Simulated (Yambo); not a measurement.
Yambo run on AlN (wurtzite, space group P6_3mc, No. 186). The wavefunctions come from this Quantum ESPRESSO step (LDA, PseudoDojo standard norm-conserving files, scalar-relativistic):

```
&CONTROL
  calculation = 'nscf'
  pseudo_dir = './pseudo'
  outdir = './out'
/
&SYSTEM
  ibrav = 0
  nat = 4
  ntyp = 2
  ecutwfc = 84.0
  ecutrho = 336.0
  occupations = 'fixed'
  force_symmorphic = .true.
  nbnd = 79
/
&ELECTRONS
  conv_thr = 4e-09
  diago_full_acc = .true.
  diago_thr_init = 1e-08
/
ATOMIC_SPECIES
N 14.0070 N.upf
Al 26.9815 Al.upf
CELL_PARAMETERS angstrom
  3.082191955648   0.000000000000   0.000000000000
 -1.541095977824   2.669256532931   0.000000000000
  0.000000000000   0.000000000000   4.933411445000
ATOMIC_POSITIONS crystal
N   0.666666667000   0.333333333000   0.880977052700
N   0.333333333667   0.666666666333   0.380977052700
Al   0.666666667000   0.333333333000   0.499022947300
Al   0.333333333667   0.666666666333   0.999022947300
K_POINTS automatic
6 6 4 0 0 0
```

Yambo input:

```
rim_cut
gw0
dyson
el_el_corr
HF_and_locXC
ppa
em1d
RandQpts= 1000000
RandGvec= 1 Ry
EXXRLvcs= 84 Ry
VXCRLvcs= 336 Ry
Chimod= "HARTREE"
% BndsRnXp
 1 | 77 |
%
NGsBlkXp= 8 Ry
% LongDrXp
 1.0 | 1.0 | 1.0 |
%
PPAPntXp= 27.2114 eV
% GbndRnge
 1 | 77 |
%
GTermKind= "BG"
DysSolver= "n"
ExtendOut
% QPkrange
 1 | 1 | 8 | 9 |
 3 | 3 | 8 | 9 |
%
```

k points by index: 1 = Γ, 3 = A.

Resulting energies as the program prints them:

```
#    K-point    Band    Eo [eV]    E [eV]    E-Eo [eV]    Vxc [eV]    Vnlxc [eV]    Sc|Eo [eV]    Sc|E [eV]    dSc/dw|Eo [eV]    Re(Z)    Im(Z)
#
    1    8    0.000000    -0.835680    -0.835680    -16.98606    -21.05477    3.020357    3.233026    -6.924105    0.797157    -0.001151
    1    9    4.491353    5.213681    0.722328    -12.85126    -8.209642    -3.764531    -3.919287    -5.829248    0.823572    -0.001018
    3    8    -0.570701    -1.475078    -0.904376    -16.63744    -20.95454    3.181046    3.412730    -6.970211    0.796081    -0.001177
    3    9    6.670073    7.570598    0.900525    -13.03978    -7.783202    -4.156041    -4.356058    -6.043263    0.818272    -0.001082
```
(The two width columns are left out.) Convergence of these settings isn't established.

Geometry relaxed with LDA.
